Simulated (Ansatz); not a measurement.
Data:

TlBr:
```cif
data_Br4Tl4
_chemical_formula_sum 'Br4 Tl4'
_space_group_name_H-M_alt 'F-43m'
_space_group_IT_number 216
_space_group_name_Hall 'F -4 2 3'
_cell_length_a 7.50386
_cell_length_b 7.50386
_cell_length_c 7.50386
_cell_angle_alpha 90.000
_cell_angle_beta 90.000
_cell_angle_gamma 90.000
loop_
_atom_site_label
_atom_site_type_symbol
_atom_site_symmetry_multiplicity
_atom_site_Wyckoff_symbol
_atom_site_fract_x
_atom_site_fract_y
_atom_site_fract_z
_atom_site_occupancy
Br1 Br 4 c 0.25000 0.25000 0.25000 1
Tl1 Tl 4 a 0.00000 0.00000 0.00000 1
```
(The calculation used a cell of 2 atoms; values per cell refer to that cell.)

This is the PBE-relaxed structure.

**Question.** All from PBE in the plane-wave PAW code Ansatz, unless another level is named. Give the electron effective mass.

**Answer.** 0.54, 0.54, 1.8 mₑ (principal values).

**Question.** Predict the weight of the valence-edge state by species (Voronoi cells).

**Answer.** Br 78 %, Tl 22 %.

**Question.** Give the weight of the conduction-edge state by species (Voronoi cells).

**Answer.** Tl 73 %, Br 27 %.

A made-up cell: these elements were put on the sites of a structure type; neither database checked (COD, Materials Project) lists it. COD files the formula under space group No. 221, so this cell is another polymorph or a model. Its standing as an ambient phase is unchecked. The PBE relaxation kept the symmetry of its start; phonons on a q-mesh show no instability. Scalar-relativistic: spin–orbit coupling is off unless named, which matters more the heavier the elements.

Potentials: the later of the program's two PAW sets.

Edges and masses are those of Kohn–Sham bands, whose gap is no quasiparticle gap.
